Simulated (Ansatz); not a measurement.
Mg: computed property card

Mg:
```yaml
crystal:
  lattice:
    - [0.00000, 3.42705, 3.42705]
    - [3.42705, 0.00000, 3.42705]
    - [3.42705, 3.42705, 0.00000]
  atoms:
    - { symbol: Mg, position: [0.00000, 0.00000, 0.00000] }
    - { symbol: Mg, position: [0.25000, 0.25000, 0.25000] }
```

Space group Fd-3m (No. 227), diamond; conventional cell a = 6.854 Å, b = 6.854 Å, c = 6.854 Å, α = 90.00°, β = 90.00°, γ = 90.00°.

Method: PBE (plane waves, PAW; program Ansatz). Geometry: relaxed at this level of theory. Other levels are named where they apply.

**Cell and energy**

- Volume per atom: 40.25 Å³
- Density: 1.00 g/cm³

**Electronic structure**

* **Electronic character**: metallic (no gap)
* **Density of states at the Fermi level**: 0.71 states/eV per atom (mean over ±0.08 eV)

**Mechanics**

Bulk modulus (Birch–Murnaghan fit): 10.5 GPa
Pressure derivative B′: 5.0

The start of the workflow was typed in or built on a structure type; neither database checked (COD, Materials Project) lists it. It is not the phase usual at ambient conditions (space group No. 194). Symmetry was held in the PBE relaxation; whether a distortion lowers the energy is not shown.

Potentials: the earlier of the program's two PAW sets.
